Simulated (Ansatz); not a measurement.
KI (rock salt)

```
CELL_PARAMETERS angstrom
      0.00000     3.54577     3.54577
      3.54577     0.00000     3.54577
      3.54577     3.54577     0.00000
ATOMIC_POSITIONS crystal
  I  0.00000 0.00000 0.00000
  K  0.50000 0.50000 0.50000
```

In each cell atom 2 (K, nearest neighbour I at 3.546 Å; its periodic images, 5.0 Å or more away, move with it) moves by s·(1.000, 0.000, 0.000) (along Cartesian x), the rest being held.

These are r2SCAN (plane waves to 500 eV, PAW, scalar-relativistic; Ansatz, a first-principles code) values and carry that method's errors. k mesh 7×7×7 (Γ-centred), Fermi-Dirac smearing 0.05 eV. E stands for the smeared free energy. KI was relaxed with its symmetry unable to fall. Spin-orbit coupling is left out, though I is heavy. ΔE is measured from the undisplaced structure.

```json
[
 {"s (Å)": "-0.350", "ΔE (meV/cell)": "80.0"},
 {"s (Å)": "-0.280", "ΔE (meV/cell)": "48.5"},
 {"s (Å)": "-0.210", "ΔE (meV/cell)": "withheld"},
 {"s (Å)": "-0.140", "ΔE (meV/cell)": "11.3"},
 {"s (Å)": "-0.070", "ΔE (meV/cell)": "2.8"},
 {"s (Å)": "0.000", "ΔE (meV/cell)": "0.0"},
 {"s (Å)": "0.070", "ΔE (meV/cell)": "2.8"},
 {"s (Å)": "0.140", "ΔE (meV/cell)": "11.3"},
 {"s (Å)": "0.210", "ΔE (meV/cell)": "withheld"},
 {"s (Å)": "0.280", "ΔE (meV/cell)": "48.5"},
 {"s (Å)": "0.350", "ΔE (meV/cell)": "80.0"}
]
```

### Question
Fit an even polynomial form (powers 2, 4) to the given rows and predict ΔE at s = 0.210.

### Answer
Least squares on the 9 given rows: ΔE = (558.9)·s² + (767.8)·s⁴, in meV/cell with s in Å; root-mean-square residual 0.04 meV/cell. At 0.210 the fit gives 26.1 meV/cell; the calculation gives 26.1 meV/cell, the same to the digits shown. The quadratic term alone would give 24.6 meV/cell.

(For displaced atoms, the force is minus the slope of the energy, and its curvature is a force constant, which sets phonon frequencies.)
